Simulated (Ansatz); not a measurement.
An Ansatz (a first-principles code) run. Input:

Ansatz 0.2 input:
```yaml
crystal:
  lattice:
    - [3.290927277, 0.0, 0.0]
    - [-1.6454636385, 2.8500266239, 0.0]
    - [0.0, 0.0, 5.7220786975]
  atoms:
    - { symbol: Ta, position: [0.0, 0.0, 0.0] }
    - { symbol: S, position: [0.3333333333, 0.6666666667, 0.2686160796] }
    - { symbol: S, position: [0.6666666667, 0.3333333333, 0.7313839204] }
kpoints:
  mp_grid: { grid: [14, 14, 7] }
hamiltonian:
  xc: lda
  pseudopotentials: { kind: paw }
scf:
  occupations: { method: fermi_dirac, width: 0.1 }
phonons:
  method: dfpt
  response_accuracy: low
  eigenvectors: true
  rigid_motions: translations
```

Output (shortened):

```
Pseudopotential: Ta, paw, valence charge 13
Pseudopotential: S, paw, valence charge 6
Functional definition: SPW92
Crystal: 3 atoms, lattice volume = 53.669 Å³
Basis set: ecut = 420 eV, 1051 PW (Γ), exchange–correlation on 48×48×80 points (8 copies of the dense FFT grid, shifted against one another)
Bands: 17, of which v1, the nominal top of the filled ones, is band 13 counted from 1 (12 counted from 0)
Symmetry: 12 space group operations
k-points: 372 of 1372 (irreducible under 2 space group operations, time reversal used)
SCF iter   1: F=—  HF=-11425.032254 eV  |F-HF|=—  |Δ(HF+E_count)|=         —  Δρ=7.71e-3  dr2=4.58e-2  ethr=1.77e-3  ⟨swp⟩=5.1  Hψ=34377  notcnv=0
preconditioner: auto → Kerker (q_TF=auto, 2.402 Å⁻¹)
SCF iter   2: F=—  HF=-11425.023847 eV  |F-HF|=—  |Δ(HF+E_count)|=   8.41e-3  Δρ=3.38e-3  dr2=4.33e-3  ethr=1.83e-4  ⟨swp⟩=1.0  Hψ=9300  notcnv=0
SCF iter   3: F=—  HF=-11425.022875 eV  |F-HF|=—  |Δ(HF+E_count)|=   9.71e-4  Δρ=1.21e-3  dr2=6.46e-4  ethr=1.73e-5  ⟨swp⟩=1.1  Hψ=6365  notcnv=0
SCF iter   4: F=—  HF=-11425.022767 eV  |F-HF|=—  |Δ(HF+E_count)|=   1.08e-4  Δρ=1.91e-4  dr2=7.67e-5  ethr=2.58e-6  ⟨swp⟩=2.1  Hψ=9536  notcnv=0
SCF iter   5: F=—  HF=-11425.022758 eV  |F-HF|=—  |Δ(HF+E_count)|=   9.66e-6  Δρ=4.99e-5  dr2=3.22e-6  ethr=3.07e-7  ⟨swp⟩=2.3  Hψ=8278  notcnv=0
SCF iter   6: F=—  HF=-11425.022758 eV  |F-HF|=—  |Δ(HF+E_count)|=   2.09e-7  Δρ=1.08e-5  dr2=8.38e-8  ethr=1.29e-8  ⟨swp⟩=2.0  Hψ=8662  notcnv=0
SCF iter   7: F=—  HF=-11425.022758 eV  |F-HF|=—  |Δ(HF+E_count)|=   1.36e-9  Δρ=2.43e-6  dr2=4.09e-9  ethr=3.35e-10  ⟨swp⟩=2.0  Hψ=9190  notcnv=0
SCF iter   8: F=—  HF=-11425.022758 eV  |F-HF|=—  |Δ(HF+E_count)|=  3.73e-10  Δρ=3.88e-7  dr2=9.33e-11  ethr=1.64e-11  ⟨swp⟩=2.0  Hψ=9165  notcnv=0
SCF iter   9: F=-11425.022758 eV  HF=-11425.022758 eV  |F-HF|=5.46e-12  |Δ(HF+E_count)|=  1.09e-11  Δρ=6.98e-8  dr2=2.93e-12  ethr=1.00e-12  ⟨swp⟩=6.0  Hψ=27972  notcnv=0
SCF 1 converged in 9 iterations: F = -11425.022758 eV  dr2 = 2.93e-12
DFPT response loops at Γ: preconditioner auto → Kerker (q_TF=auto, 2.402 Å⁻¹) (partly filled bands, converged f_vac=0.001) …
SCF converged after 9 iterations
Free energy (F): -11425.022758 eV
Harris-Foulkes:  -11425.022758 eV  (|F-HF|=5.46e-12)
Internal energy: -11424.981140 eV  (E = F + TS)
E sigma→0 (E₀):  -11425.001949 eV
Entropy (-TS):   -0.041618 eV (-13.873 meV/atom)
Fermi energy:    11.309386 eV
--- Per-component energies (eV) ---
  E_band       = -166.933002
  E_kinetic    = 583.727603
  E_local      = -1266.360276  (includes V_loc(G=0)·N_el)
  E_nonlocal   = 79.343157
  E_hartree    = 473.803305
  E_xc         = -411.067546
  E_vxc        = -381.739233  (∫ρ·V_xc dr)
  E_paw        = -9286.771039  (= ΣΔE_a)
  E_vpaw       = -129.510996  (= ΣTr[D̂ρ^β])
  E_aug_tail   = 0.000152  (compensation charges beyond the density's cutoff)
  E_ewald      = -1598.221791
  E_core_change = 0.565298  (= ΣΔE_core)
  E_smearing   = -0.041618  (= −TS)
  E_closure    =  0.000000  (closes the sum)
  Σ components = -11425.022758   (vs F -11425.022758, Δ=0.00e0)
  [band-id]    e_kinetic+e_local+e_nonlocal+2·e_hartree+e_vxc+e_vpaw+e_augmentation_tail = -166.932984   (vs E_band -166.933002, Δ=1.77e-5)
--- Band table (eV; the first three rows and the last of 372) ---
  k-point 0: bands = ["-57.2313", "-23.7438", "-23.6744", "-23.6744", "-3.8378", "-1.6206", "4.0001", "7.5223", "7.5223", "10.3677", "10.8868", "10.8868", "11.1871", "11.5246", "11.5246", "15.1180", "15.1180"]
  k-point 1: bands = ["-57.2313", "-23.7439", "-23.6744", "-23.6744", "-3.7729", "-1.7607", "4.2388", "7.5324", "7.5324", "9.6187", "10.8357", "10.8357", "11.5159", "11.5159", "11.7209", "15.2342", "15.2342"]
  k-point 2: bands = ["-57.2313", "-23.7440", "-23.6744", "-23.6744", "-3.5941", "-2.0949", "4.8612", "7.5558", "7.5558", "8.5132", "10.7261", "10.7261", "11.4959", "11.4959", "12.2325", "15.5049", "15.5049"]
  k-point 371: bands = ["-57.2144", "-23.9657", "-23.8207", "-23.6735", "-1.6807", "-1.5975", "5.2689", "6.0585", "6.7491", "7.2694", "7.4620", "8.4740", "12.2380", "12.7114", "14.4480", "15.0567", "16.9460"]
--- Phonons (Γ-DFPT): 4 representative perturbations + reference, on 372 of 1372 k-points (Σ response iterations 12) ---
  ASR residual: 5.560e-4 → 0.000e0 eV/Å²; symmetrization residual: 3.726e-5 eV/Å²
  ASR residual per site (eV/Å²): 5.56e-4 1.19e-4 1.19e-4
  Γ frequencies (cm⁻¹): 0.00 0.00 0.00 229.82 229.82 271.32 271.32 377.25 377.75
  non-analytic LO–TO correction: not included (Born effective charges unavailable; polar crystals: no LO–TO splitting at Γ)
```

Cost: around 120 core-seconds (rough) on shared cores.

Space group P-3m1 (CdI2 type). The LDA relaxation kept the symmetry of its start; of distortions, only those at the zone centre were tested. The run is not spin-polarised. The volume moved by -17 % from the start of the relaxation. A crystal of weakly bound layers computed without a dispersion correction: the cell and the soft elastic constants depend strongly on that. With an odd number of electrons in the cell and no spin polarisation, the count alone makes it a metal. As this level gives no gap, phonon frequencies hold no LO–TO term and depend on the k-mesh and smearing (Fermi–Dirac, 0.1 eV here). Spin–orbit coupling is left out wherever it is not named.

Potentials: the later of the program's two PAW sets.

Ansatz is a plane-wave DFT program.
